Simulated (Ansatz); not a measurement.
The relaxed structure here is a generated cell of CdSe: the first start was made by placing the elements on the sites of a structure type, and the end was not matched to a known phase here, so it may be hypothetical. Known forms of CdSe include space group No. 186, 216.

A relaxed structure of CdSe. Space group C2/c (No. 15). Level of theory: r2SCAN (plane waves to 500 eV, PAW, scalar-relativistic; Ansatz, a program for electronic structure).

Space group C2/c (No. 15); a = 6.9645 Å, b = 4.0341 Å, c = 6.9740 Å, α = γ = 90.00°, β = 109.67°

```json
[
 {"atom": "Cd", "site": "4c", "symmetry": "-1", "x": "0.2500", "y": "0.2500", "z": "0.0000"},
 {"atom": "Se", "site": "4e", "symmetry": "2", "x": "0.0000", "y": "0.2244", "z": "0.2500"}
]
```
(The calculation used a cell of 4 atoms; values per cell refer to that cell.)

Problem. Predict the band gap from r2SCAN.

Solution. 0.30 eV, indirect (valence top at 57 % of the way from Γ to C, conduction bottom at Y2) (no spin-orbit coupling).

Problem. What is the computed smallest direct gap (r2SCAN)?

Solution. 0.37 eV at Y2.

No spin polarisation in the result.

The run could not lose the symmetry of its start, so the end can be a saddle point.
